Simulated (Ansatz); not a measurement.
**Pt (fcc, Cu type): energy against volume**

Pt (fcc, Cu type), conventional cell a = b = c = 3.9403 Å, α = β = γ = 90.00°. The calculation uses the primitive cell of 1 atom, to which meshes and values per cell refer.

This relaxed cell (volume V₀) is scaled evenly in all directions, its shape held. Symmetry pins the atoms to their sites.

Method: r2SCAN (plane waves to 500 eV, PAW, scalar-relativistic; Ansatz, a quantum-chemistry and plane-wave program). k mesh 21×21×21 (Γ-centred), Fermi-Dirac smearing 0.05 eV. E stands for the smeared free energy. Stress and pressure are positive under compression. Pt is run without spin polarisation. Pt was relaxed with its symmetry unable to fall. Spin-orbit coupling is left out, though Pt is heavy. ΔE is measured from the relaxed starting cell.

```json
[
 {"V (Å³/cell)": "13.76", "ΔE (kJ/mol of atoms)": "15.6", "P (GPa)": "38.0"},
 {"V (Å³/cell)": "14.02", "ΔE (kJ/mol of atoms)": "10.4", "P (GPa)": "29.9"},
 {"V (Å³/cell)": "14.27", "ΔE (kJ/mol of atoms)": "6.4", "P (GPa)": "22.6"},
 {"V (Å³/cell)": "14.53", "ΔE (kJ/mol of atoms)": "3.5", "P (GPa)": "16.0"},
 {"V (Å³/cell)": "14.78", "ΔE (kJ/mol of atoms)": "1.5", "P (GPa)": "10.1"},
 {"V (Å³/cell)": "15.04", "ΔE (kJ/mol of atoms)": "0.4", "P (GPa)": "4.8"},
 {"V (Å³/cell)": "15.29", "ΔE (kJ/mol of atoms)": "0.0", "P (GPa)": "0.0"},
 {"V (Å³/cell)": "15.55", "ΔE (kJ/mol of atoms)": "0.3", "P (GPa)": "-4.3"},
 {"V (Å³/cell)": "15.80", "ΔE (kJ/mol of atoms)": "1.3", "P (GPa)": "-8.2"},
 {"V (Å³/cell)": "16.06", "ΔE (kJ/mol of atoms)": "2.8", "P (GPa)": "-11.6"},
 {"V (Å³/cell)": "16.31", "ΔE (kJ/mol of atoms)": "4.8", "P (GPa)": "-14.7"},
 {"V (Å³/cell)": "16.57", "ΔE (kJ/mol of atoms)": "7.3", "P (GPa)": "-17.4"},
 {"V (Å³/cell)": "16.82", "ΔE (kJ/mol of atoms)": "10.2", "P (GPa)": "-19.9"}
]
```

Read from the data:

The pressure at the smallest volume comes out as 38.0 GPa and the energy cost of the largest compression comes out as 162 meV/atom. The energy cost of the largest expansion is 105 meV/atom. The bulk modulus B₀ (third-order Birch-Murnaghan fit) comes out as 271 GPa and the pressure derivative B₀′ (fit) comes out as 5.5. The equilibrium volume of the fit is 15.29 Å³/atom and the pressure for 5 % compression (fit) comes out as 16.0 GPa.

The 13 points together took about 120 core-seconds (a rough figure).

(A scan under strain: stresses follow from slopes of the energy per volume, elastic moduli from its curvatures.)
